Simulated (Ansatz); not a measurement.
Input and command of a plane-wave DFT calculation in Ansatz:

```yaml
crystal:
  lattice:
    - [5.4019422878, 5.4019422878, 5.4019422878]
    - [-5.4019422878, -5.4019422878, 5.4019422878]
    - [5.4019422878, -5.4019422878, -5.4019422878]
  atoms:
    - { symbol: Si, position: [0.7469905515, 0.2489145889, 0.747947852] }
    - { symbol: Si, position: [0.0004940993, 0.0017372571, 0.7360368499], spin: 0.091 }
    - { symbol: Si, position: [0.7506547547, 0.4991593983, 0.4992460236] }
    - { symbol: Si, position: [-0.0007183244, 0.2525320061, 0.5013314763] }
    - { symbol: Si, position: [0.2517224044, 0.0002288535, 0.5013955044] }
    - { symbol: Si, position: [0.2480432748, 0.7478230101, 0.7479412095] }
    - { symbol: Si, position: [0.498236226, 0.4991361449, 0.7515592489] }
    - { symbol: Si, position: [0.7387856931, 0.0020214593, 0.0061144543], spin: 0.091 }
    - { symbol: Si, position: [0.7469836884, 0.7478356852, 0.2490216405] }
    - { symbol: Si, position: [-0.0006905167, 0.5012771306, 0.252621768] }
    - { symbol: Si, position: [0.2641538832, 0.2651910206, 0.26667134], spin: 0.091 }
    - { symbol: Si, position: [0.5003735457, 0.0002034613, 0.2526369797] }
    - { symbol: Si, position: [0.4982298532, 0.7514752792, 0.4992119138] }
    - { symbol: Si, position: [-0.0061464629, 0.7301913597, -0.0038221935], spin: 0.091 }
    - { symbol: Si, position: [0.2517321229, 0.5012898593, 0.0003125882] }
    - { symbol: Si, position: [0.5003415303, 0.2525324177, 0.0002682876] }
    - { symbol: Si, position: [0.499359344, 0.2502391256, 0.7503163702] }
    - { symbol: Si, position: [0.7453021835, -0.0010075368, 0.7434095002], spin: 0.091 }
    - { symbol: Si, position: [0.5121812825, 0.5130452656, 0.5131254765] }
    - { symbol: Si, position: [0.7492952376, 0.2501951654, 0.5002905119] }
    - { symbol: Si, position: [-0.0006579797, 0.0002123186, 0.4874555597] }
    - { symbol: Si, position: [-0.0023634257, 0.7438827728, 0.7453050829], spin: 0.091 }
    - { symbol: Si, position: [0.2492963803, 0.5001611408, 0.7502654929] }
    - { symbol: Si, position: [0.4864988338, 0.0001936937, 0.0002835894] }
    - { symbol: Si, position: [0.4993631136, 0.7502385099, 0.2503175694] }
    - { symbol: Si, position: [0.7492961083, 0.5001633732, 0.2502689992] }
    - { symbol: Si, position: [0.0034404184, 0.2576395256, 0.257304148], spin: 0.091 }
    - { symbol: Si, position: [0.2483570026, 0.0027670668, 0.2541239151], spin: 0.091 }
    - { symbol: Si, position: [0.2492973816, 0.7501897415, 0.5002911827] }
    - { symbol: Si, position: [0.7414166381, 0.7479636581, 0.0020583642], spin: 0.091 }
    - { symbol: Si, position: [-0.0006341376, 0.4873698051, 0.0002819753] }
    - { symbol: Si, position: [0.2535219851, 0.2531284138, -0.0005621568], spin: 0.091 }
    - { symbol: Mg, position: [-0.0011930539, 0.0006328117, -0.0005335894], spin: 0.091 }
  host:
    lattice:
      - [0.0, 2.7009711439, 2.7009711439]
      - [2.7009711439, 0.0, 2.7009711439]
      - [2.7009711439, 2.7009711439, 0.0]
    atoms:
      - { symbol: Si, position: [0.75, 0.75, 0.75] }
      - { symbol: Si, position: [0.5, 0.5, 0.5] }
total_charge: 1
basis:
  ecutwfc: 420
  xc_grid: 2
kpoints:
  mp_grid: { grid: [3, 3, 3], shift: [0.0, 0.0, 0.0] }
hamiltonian:
  xc: lda
scf:
  occupations: { method: gaussian, width: 0.02 }
output:
  forces: true
  stress: false
  eigenvalues: true
  populations: true
  charged_corrections:
    defect_position: [0.0, 0.0, 0.0]
    epsilon: [[13.2637, 0.0, 0.0], [0.0, 13.2637, 0.0], [0.0, 0.0, 13.2637]]
  write_density: true
  write_potential: true
  elf: true
  volumetric_format: npy
magnetization:
  spin_polarized: true
relax:
  adjacent_minimum: "off"
  f_tol: 0.025
  max_steps: 45
```

```bash
ansatz run input.yaml --threads 4 --pin off --max-ram 8192MiB --backend cpu --events-out ev --progress --plain --runs-dir out
```

Processor: Intel(R) Xeon(R) Processor @ 2.70GHz, 4 threads, on a host shared with other jobs.

Task: Estimate time, memory and problem size.

Result: About 5.3 min on 4 threads of Intel(R) Xeon(R) Processor @ 2.70GHz, on a shared host, peak memory 2.4 GiB. It solves 103 bands at 14 k points (the mesh reduced by the symmetry that the task leaves, which can be less than the crystal's) with about 12215 plane waves, in 23 SCF iterations over 4 ionic steps.
